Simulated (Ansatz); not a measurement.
input.yaml

```yaml
crystal:
  lattice:
    - [2.4951287692, 0.0, 0.0]
    - [-1.2475643846, 2.1608448999, 0.0]
    - [0.0, 0.0, 4.0749393825]
  atoms:
    - { symbol: Cu, position: [0.3333333333, 0.6666666667, 0.25] }
    - { symbol: Cu, position: [0.6666666667, 0.3333333333, 0.75] }
basis:
  ecutwfc: 420
kpoints:
  mp_grid: { grid: [18, 18, 10] }
hamiltonian:
  xc: pbesol
scf:
  occupations: { method: gaussian, width: 0.1 }
output:
  forces: true
  stress: true
  eigenvalues: true
relax:
  adjacent_minimum: "off"
  f_tol: 0.01
  max_steps: 30
  cell: { stress_tol: 0.1, fix: [volume] }
```

Run as
```bash
ansatz run input.yaml --threads 1 --pin off --max-ram 2560MiB --backend cpu --events-out ev --progress --plain --runs-dir out
```

Level of theory: Ansatz, DFT PBEsol, scalar-relativistic, plane waves, PAW.

Part of what the program printed, abridged (final results; tables in files aren't shown):

```
SCF 2 converged in 6 iterations: F = -13177.514070 eV  dr2 = 1.94e-15
SCF converged after 6 iterations
Free energy (F): -13177.514070 eV
Harris-Foulkes:  -13177.514070 eV  (|F-HF|=0.00e0)
Internal energy: -13177.509341 eV  (E = F + TS)
E sigma→0 (E₀):  -13177.511705 eV
Entropy (-TS):   -0.004729 eV (-2.365 meV/atom)
Fermi energy:    18.132497 eV
--- Per-component energies (eV) ---
  E_band       = -668.773357
  E_kinetic    = 602.174665
  E_local      = -7830.786922  (includes V_loc(G=0)·N_el)
  E_nonlocal   = 781.555564
  E_hartree    = 3453.183086
  E_xc         = -179.405550
  E_vxc        = -232.582001  (∫ρ·V_xc dr)
  E_paw        = -3250.884778  (= ΣΔE_a)
  E_vpaw       = -895.501411  (= ΣTr[D̂ρ^β])
  E_aug_tail   = 0.000581  (compensation charges beyond the density's cutoff)
  E_ewald      = -6753.758390
  E_core_change = 0.412404  (= ΣΔE_core)
  E_smearing   = -0.004729  (= −TS)
--- Forces (eV/Å), atoms counted from 1 ---
  atom   1  Cu     0.00000000     0.00000000     0.00000000
  atom   2  Cu     0.00000000     0.00000000     0.00000000
--- Stress (GPa, compression-positive) ---
        5.470888       0.000000       0.000000
        0.000000       5.470888       0.000000
        0.000000       0.000000       5.511450
  P = ⅓ Tr σ = 5.4844 GPa (54.844 kbar)
--- Band table (eV; the first three rows and the last of 222) ---
  k-point 0: bands = ["-94.2358", "-94.2163", "-51.8232", "-51.6998", "-51.6998", "-51.6788", "-51.6783", "-51.6783", "8.1815", "12.6597", "14.9544", "15.0252", "15.0252", "15.2630", "15.2630", "15.5864", "15.5864", "16.4332", "16.4332", "16.8930", "22.3108", "40.1185", "40.8777"]
  k-point 1: bands = ["-94.2354", "-94.2168", "-51.8197", "-51.6993", "-51.6993", "-51.6824", "-51.6789", "-51.6789", "8.2777", "12.6029", "14.9339", "15.0053", "15.0053", "15.2426", "15.2426", "15.6335", "15.6335", "16.4279", "16.4279", "16.4800", "22.9635", "40.1217", "40.9729"]
  k-point 2: bands = ["-94.2340", "-94.2182", "-51.8095", "-51.6978", "-51.6978", "-51.6927", "-51.6804", "-51.6804", "8.5637", "12.3891", "14.8766", "14.9675", "14.9675", "15.1878", "15.1878", "15.6837", "15.7500", "15.7500", "16.4078", "16.4078", "24.5193", "39.0569", "40.2126"]
  k-point 221: bands = ["-94.2114", "-94.2114", "-51.7945", "-51.7945", "-51.7660", "-51.7660", "-51.7078", "-51.7078", "13.9556", "13.9556", "14.0550", "14.0550", "14.6445", "14.6445", "15.5794", "15.5794", "16.4625", "16.4625", "22.3816", "22.3816", "23.9547", "23.9547", "25.5733"]
--- Relaxed structure (1 steps of the walk, 1 accepted, 1 SCFs on fresh bases) ---
  F+E_penalty+E_count = -13177.51406998 eV   max|allowed force component| = 1.850e-17 eV/Å   (the final SCF, on the basis selected at the relaxed cell)
  cell:  # Å, volume = 21.9704 Å³
    - [2.49512876, 0.0, 0.0]
    - [-1.24756438, 2.16084489, 0.0]
    - [0.0, 0.0, 4.0749393825]
  atoms:
    - { symbol: Cu, position: [0.33333333, 0.66666666, 0.25] }
    - { symbol: Cu, position: [0.66666666, 0.33333333, 0.75] }
```

The relaxation met its thresholds.

Time: 5.8 s on 1 thread of Intel(R) Xeon(R) 6975P-C (Granite Rapids) (shared host), peak memory 0.43 GiB.